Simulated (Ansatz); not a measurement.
NbN (rock salt), energy against volume

NbN (rock salt), conventional cell a = 4.4213 Å, b = 4.4213 Å, c = 4.4213 Å, α = 90.00°, β = 90.00°, γ = 90.00°. The calculation uses the primitive cell of 2 atoms, to which meshes and values per cell refer.

This relaxed cell (volume V₀) is scaled evenly in all directions, its shape held. Symmetry pins the atoms to their sites.

Level of theory: PBE (plane waves to 420 eV, PAW, scalar-relativistic; Ansatz, a program for electronic structure). k mesh 19×19×19 (Γ-centred), Fermi-Dirac smearing 0.05 eV. E stands for the smeared free energy. Stress and pressure are positive under compression. NbN is run without spin polarisation. NbN was relaxed with its symmetry unable to fall. This is a high-temperature form of NbN. ΔE is measured from the relaxed starting cell.

```
V (Å³/atom)  ΔE (eV/atom)  P (GPa)
-----------  ------------  -------
10.155              0.042     21.8
10.317              0.023     15.7
10.479              0.010     10.0
10.641              0.002      4.8
10.803              0.000      0.0
10.965              0.002     -4.4
11.127              0.009     -8.5
11.289              0.019    -12.2
11.452              0.033    -15.7
```

Read from the data:

The pressure at the smallest volume is 21.8 GPa, the energy cost of the largest compression comes out as 42 meV/atom and the energy cost of the largest expansion comes out as 33 meV/atom. The bulk modulus B₀ (third-order Birch-Murnaghan fit) comes out as 307 GPa. The pressure derivative B₀′ (fit) is 4.4 and the equilibrium volume of the fit is 10.80 Å³/atom. The pressure for 5 % compression (fit) comes out as 17.6 GPa.

(Under strain, the slope of the energy per volume gives the stress and its curvature an elastic modulus.)
